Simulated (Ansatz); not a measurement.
Simulated (Ansatz). Plane-wave DFT: natural occupations of the f shells on orthogonalised atomic orbitals at the end of the run, rising, by spin; atoms or cell relaxed as the task says.

```
cell
1.0
    -3.8777    3.8777    3.8777
     3.8777   -3.8777    3.8777
     3.8777    3.8777   -3.8777
Eu Ge Ir
3 4 4
Direct
  0.5000 0.5000 0.0000
  0.5000 0.0000 0.5000
  0.0000 0.5000 0.5000
  0.0000 0.3777 0.0000
  0.0000 0.0000 0.3777
  0.6223 0.6223 0.6223
  0.3777 0.0000 0.0000
  0.0000 0.7362 0.0000
  0.0000 0.0000 0.7362
  0.2638 0.2638 0.2638
  0.7362 0.0000 0.0000
```

Starting moments (μB): Eu number 1 7, Eu number 2 7, Eu number 3 7; others 0.

| quantity | value |
| --- | --- |
| cell charge | 0 e |
| spin | collinear |
| scf start | atoms |
| lower state search | off |
| functional | PBEsol |
| wave cutoff | 420 eV |
| k mesh | 4, 4, 4 |
| k shift | 0, 0, 0 mesh steps |
| gaussian smearing | 0.1 eV |
| task | single point |

Task: How are the f shells occupied at the end?

Result: 

```
shell atom  shell element  shell spin  shell occupation 1 (e)  shell occupation 2 (e)  shell occupation 3 (e)  shell occupation 4 (e)  shell occupation 5 (e)  shell occupation 6 (e)  shell occupation 7 (e)
         1             Eu          up                    0.93                    0.93                    0.96                    0.98                    0.98                    0.99                    0.99
         1             Eu        down                       0                       0                    0.01                    0.01                    0.01                    0.01                    0.01
         2             Eu          up                    0.93                    0.93                    0.96                    0.98                    0.98                    0.99                    0.99
         2             Eu        down                       0                       0                    0.01                    0.01                    0.01                    0.01                    0.01
         3             Eu          up                    0.93                    0.93                    0.96                    0.98                    0.98                    0.99                    0.99
         3             Eu        down                       0                       0                    0.01                    0.01                    0.01                    0.01                    0.01
```

Caveats: 4f shell without a U, which puts 4f levels too near the Fermi level; coarse k mesh; occupations loosely converged; open f or d shells may hold a state above the lowest.
